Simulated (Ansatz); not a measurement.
**Structure relaxation, Ir**

The start is a generated trial cell of Ir in the dhcp structure type. The cell and all atomic positions are relaxed at zero pressure with r2SCAN (plane waves to 500 eV, PAW, scalar-relativistic; Ansatz, a quantum-chemistry and plane-wave program). The first steps use a coarse 14×14×4 k-mesh.

Input geometry:
```yaml
crystal:
  lattice:
    - [2.72886, 0.00000, 0.00000]
    - [-1.36443, 2.36326, 0.00000]
    - [0.00000, 0.00000, 8.78012]
  atoms:
    - { symbol: Ir, position: [0.00000, 0.00000, 0.00000] }
    - { symbol: Ir, position: [0.00000, 0.00000, 0.50000] }
    - { symbol: Ir, position: [0.33333, 0.66667, 0.25000] }
    - { symbol: Ir, position: [0.66667, 0.33333, 0.75000] }
```

Q: What pressure does the first self-consistent step give?

A: +2.2 GPa (positive: the cell is compressed).

Q: By how much does the energy per atom fall from start to end?

A: Under 0.01 eV/atom.

Q: How does the volume change?

A: +0.5 %, from 14.16 to 14.23 Å³/atom.

Q: How do the shortest distances between atoms change?

A: The closest pairs of elements (up to four, under 3.6 Å), start → end: Ir–Ir 2.70 → 2.72 Å.

Q: Is the relaxed structure metallic? Give its gap.

A: Zero (metallic).

Q: Give the final cell and atomic positions.

A: 
```cif
data_Ir4
_chemical_formula_sum 'Ir4'
_space_group_name_H-M_alt 'P63/mmc'
_space_group_IT_number 194
_space_group_name_Hall '-P 6c 2c'
_cell_length_a 2.71935
_cell_length_b 2.71935
_cell_length_c 8.88800
_cell_angle_alpha 90.000
_cell_angle_beta 90.000
_cell_angle_gamma 120.000
loop_
_atom_site_label
_atom_site_type_symbol
_atom_site_symmetry_multiplicity
_atom_site_Wyckoff_symbol
_atom_site_fract_x
_atom_site_fract_y
_atom_site_fract_z
_atom_site_occupancy
Ir1 Ir 2 a 0.00000 0.00000 0.00000 1
Ir2 Ir 2 c 0.33333 0.66667 0.25000 1
```

The space group stays P6₃/mmc (No. 194) (the run could not lower it); the end is AFLOW prototype A_hP4_194_ac (A3', as in La), with 4 atoms in the primitive cell. Final values are on a 20×20×6 k-mesh of the relaxed cell. No spin polarisation in the result.

The run could not lose the symmetry of its start: the end is stationary, and may be a saddle point rather than a minimum.

All atoms sit on sites fixed by symmetry, so only the cell could relax.

The relaxed structure here is a generated cell of Ir: the first start was made by placing the elements on the sites of a structure type, and the end was not matched to a known phase here, so it may be hypothetical. Known forms of Ir include space group No. 225.
